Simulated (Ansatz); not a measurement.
Values for one crystal, relaxed and computed with PBE (plane waves, PAW; program Ansatz); other levels are named.

* **Volume per atom**: 13.28 Å³
* **Band gap**: 0.22 eV (indirect)
* **Valence-band maximum**: on the Γ–X line, 45 % of the way from Γ
* **Smallest direct gap on the standard path**: 0.34 eV
* **Conduction-band minimum**: off the standard path, at k = (0.000, 0.229, 0.297)
* **Formation energy from the elements (no fitted shifts)**: -0.64 eV/atom

Problem. Which compound is it?
(A) SiC, P6_222 (Si on 3d, C on 3c)
(B) SiRu, P2_13 (Si on 4a, Ru on 4a)
(C) MgSe, rock salt
(D) InP, zinc blende

Solution. B, SiRu, P2_13 (Si on 4a, Ru on 4a)

The cell was relaxed with PBE under the symmetry of its start. The run is not spin-polarised. The references are the lowest solids computed at this level, not always the standard phases. Scalar-relativistic: spin–orbit coupling is off unless named, which matters more the heavier the elements.

Potentials: the later of the program's two PAW sets.
